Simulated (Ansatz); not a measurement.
**Does the structure type survive?**

All numbers below come from Ansatz, DFT r2SCAN, scalar-relativistic, plane waves, PAW. All cells share a 500 eV cutoff and Γ-centred k meshes spaced at most 0.3 Å⁻¹ (0.19 for metals, 2π included).

Each formula is placed on the named type at a guessed volume, then cell and atoms relax at zero pressure without lowering the symmetry. Keeping the type says nothing about stability against other structures or lower symmetry. Neighbours of unlike kind (in an element, all neighbours) are counted within 25 % of the shortest distance of their pair. The atoms listed around a site end at a clear gap in distance instead, so their number can differ.

Q: Li on the black phosphorus type (Cmce, No. 64): does the type hold?

A: No, it ends in Fmmm (No. 69) with a = 3.080 Å, b = 5.117 Å, c = 10.704 Å. Li is coordinated by 1 Li at 2.78 Å and 8 Li at 2.99–3.08 Å (next Li at 3.63 Å).

Q: NbP on the litharge type (P4/nmm, No. 129), with Nb for Pb, P for O: does the type hold?

A: Only loosely: the neighbours of unlike kind stay the same, but the proportions of the cell change a good deal: a = 3.389 Å, c = 5.696 Å. Around Nb lie 4 P at 2.54 Å; P is coordinated by 4 P at 2.40 Å and 4 Nb at 2.54 Å.